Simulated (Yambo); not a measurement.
G0W0@PBE for GaSb (zinc blende, space group F-43m, No. 216) in Yambo. Reference settings: 4×4×4 Γ-centred k mesh, bands 9 to 259 and a 15 Ry block in the screening, 259 bands in G with the Bruneval-Gonze terminator, plasmon pole fitted at 27.2 eV. The PBE gap Γ → Γ on this mesh is 0.06 eV; G0W0 gaps are taken between the same points.

With and without the terminator, as bands are cut:

| bands in G (in W) | gap, terminator (eV) | gap, none (eV) | valence shift, terminator (eV) | valence shift, none (eV) |
|---|---|---|---|---|
| 93 (259) | 0.766 | 0.804 | -0.588 | -0.333 |
| 162 (259) | 0.764 | 0.777 | -0.585 | -0.474 |
| 259 (259) | 0.764 | 0.771 | -0.581 | -0.533 |

Over this range the gap spans 0.002 eV with the terminator and 0.033 eV without, the valence shift 0.007 eV and 0.200 eV. Neither column has reached its limit for certain.

Spin-orbit coupling is not included.

Geometry relaxed with PBEsol; primitive cell a = b = c = 4.323 Å, α = β = γ = 60.00°.

A shift is the quasiparticle energy of the state minus its PBE energy.

The potentials are those of PseudoDojo's stringent table.
